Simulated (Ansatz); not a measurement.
MgO (rock salt)

```
MgO
1.0
    0.00000     4.25445     4.25445
    2.12722     0.00000     2.12722
    2.12722     2.12722     0.00000
O Mg
2 2
Direct
  0.00000   0.00000   0.00000
  0.50000   0.00000   0.00000
  0.25000   0.50000   0.50000
  0.75000   0.50000   0.50000
```

A phonon eigenvector at L = (0.5, 0.0, 0.0) is frozen into this cell: atom i moves by Q times the vector below, so Q is the largest atomic displacement, in Å. The cell is held. (q is in reciprocal vectors of the primitive cell; the cell shown is doubled to hold the pattern.)

```
atom       x       y       z
----  ------  ------  ------
O1     0.577  -0.577  -0.577
O2    -0.577   0.577   0.577
```

Atoms not listed stay in place.

The numbers are results of PBE (plane waves to 420 eV, PAW, scalar-relativistic; Ansatz, an electronic-structure program), not measurements. k mesh 13×13×13 (Γ-centred), Fermi-Dirac smearing 0.05 eV. MgO was relaxed with its symmetry unable to fall. The PAW data are Ansatz's earlier set. 

```csv
Q (Å),−dE/dQ from forces (eV/Å)
-0.100,3.531
-0.083,2.942
-0.067,2.354
-0.050,1.765
-0.033,1.177
-0.017,0.588
0.000,0.000
0.017,-0.588
0.033,-1.177
0.050,-1.765
0.067,-2.354
0.083,-2.942
0.100,-3.531
```

**Question.** What harmonic wavenumber does the curvature at Q = 0 give?

**Answer.** 548 cm⁻¹. E″ = 35.31 eV/Å², M = Σ mᵢ|uᵢ|² = 32.0 u, ν̃ = 521.5·√(|E″|/M).

(A displaced cell: forces are minus the slopes of the energy, force constants its curvatures, and phonons follow from these.)
